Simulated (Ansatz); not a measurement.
NiSe (NiAs type, P6_3/mmc) at seven volumes, the program Ansatz at the LDA level (PAW), shape and atoms relaxed at each. One row is withheld.

| V (Å³/atom) | P (GPa) |
|---|---|
| 13.008 | 17.77 |
| 13.436 | 10.79 |
| 13.865 | ? |
| 14.294 | 0.00 |
| 14.723 | -4.14 |
| 15.152 | -7.60 |
| 15.581 | -10.52 |

Task: Fit the shown pressures and predict the withheld one.

Result: P = (3/2)B₀(x^(7/2) − x^(5/2))[1 + (3/4)(B′ − 4)(x − 1)] with x = (V₀/V)^(2/3). Least squares on the six rows gives V₀ = 14.294 Å³/atom, B₀ = 150 GPa, B′ = 4.82. At V = 13.865, x = 1.0205 and P = 4.92 GPa. The run itself gave 4.93 GPa.

The workflow started from a Materials Project entry (that database holds measured and hypothetical structures alike); the Crystallography Open Database files this formula in space group No. 194, but the cells were not matched. Whether it is the stable phase at ambient conditions was not checked. The cell was relaxed with LDA under the symmetry of its start; of distortions, only those at the zone centre were tested. No spin polarisation was allowed.

Potentials: the later of the program's two PAW sets.
